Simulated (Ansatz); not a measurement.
## Response of Al to small distortions

```yaml
crystal:
  lattice:
    - [0.00000, 2.02398, 2.02398]
    - [2.02398, 0.00000, 2.02398]
    - [2.02398, 2.02398, 0.00000]
  atoms:
    - { symbol: Al, position: [0.00000, 0.00000, 0.00000] }
```

The cell is COD entry 4313206, as deposited and not checked against the literature; nothing was relaxed.

Computed with DFT, PBEsol, all-electron LAPW, scalar-relativistic in Ansatz 0.2.0.

Settings: a Γ-centred 14×14×14 k mesh, Fermi–Dirac smearing of 0.05 eV, basis error target 1 meV/atom, no spin polarisation.

The unchanged cell is at -2.10 GPa.

In a metal, stresses and small energies carry noise from the k mesh.

x, y and z are the Cartesian axes of the cell as listed; fractional coordinates follow a strain, and an engineering shear is twice the off-diagonal strain component.

(1) With this change (equal xy, yz and zx engineering shear strains of -3 %), what becomes of the energy and stress?

(2) With this change (equal xy, yz and zx engineering shear strains of -1 %), what becomes of the energy and stress?

(3) With this change (equal xy, yz and zx engineering shear strains of +2 %), what becomes of the energy and stress?

(4) With this change (equal xy, yz and zx engineering shear strains of -2 %), what becomes of the energy and stress?

(5) With this change (equal xy, yz and zx engineering shear strains of +1 %), what becomes of the energy and stress?

(6) With this change (equal xy, yz and zx engineering shear strains of +3 %), what becomes of the energy and stress?

Answers

(1) Energy change under 1 meV/atom; stress change (xx, yy, zz, yz, xz, xy) 0.31, 0.31, 0.31, 0.15, 0.15, 0.15 GPa, compression positive.

(2) Energy change under 1 meV/atom; stress change (xx, yy, zz, yz, xz, xy) 0.05, 0.05, 0.05, 0.00, 0.00, 0.00 GPa, compression positive.

(3) Energy change under 1 meV/atom; stress change (xx, yy, zz, yz, xz, xy) 0.15, 0.15, 0.15, -0.18, -0.18, -0.18 GPa, compression positive.

(4) Energy change under 1 meV/atom; stress change (xx, yy, zz, yz, xz, xy) 0.13, 0.13, 0.13, -0.07, -0.07, -0.07 GPa, compression positive.

(5) Energy change under 1 meV/atom; stress change (xx, yy, zz, yz, xz, xy) 0.05, 0.05, 0.05, 0.04, 0.04, 0.04 GPa, compression positive.

(6) Energy change under 1 meV/atom; stress change (xx, yy, zz, yz, xz, xy) 0.31, 0.31, 0.31, -0.17, -0.17, -0.17 GPa, compression positive.
